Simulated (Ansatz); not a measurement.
NaH:
```yaml
crystal:
  lattice:
    - [0.00000, 2.39721, 2.39721]
    - [2.39721, 0.00000, 2.39721]
    - [2.39721, 2.39721, 0.00000]
  atoms:
    - { symbol: Na, position: [0.00000, 0.00000, 0.00000] }
    - { symbol: H, position: [0.50000, 0.50000, 0.50000] }
```

x, y and z are the axes in which the lattice vectors are written.

Q: Give the high-frequency dielectric tensor and the Born effective charge tensors of the independent atoms from DFPT, r²SCAN in the plane-wave PAW code Ansatz.

A: 
ε∞:
```
2.88  0.00  0.00
0.00  2.88  0.00
0.00  0.00  2.88
```
Z* of atom 1 (Na), rows: field, columns: displacement, in e:
```
0.95  0.00  0.00
0.00  0.95  0.00
0.00  0.00  0.95
```
Z* of atom 2 (H), rows: field, columns: displacement, in e:
```
-0.95   0.00   0.00
 0.00  -0.95   0.00
 0.00   0.00  -0.95
```

Static charges for comparison (Bader): Na1 +0.83, H2 -0.83 e. Born charges measure polarisation by displacement and can exceed these by far.

Space group Fm-3m (rock salt). The r²SCAN relaxation kept the symmetry of its start.

Potentials: the later of the program's two PAW sets.
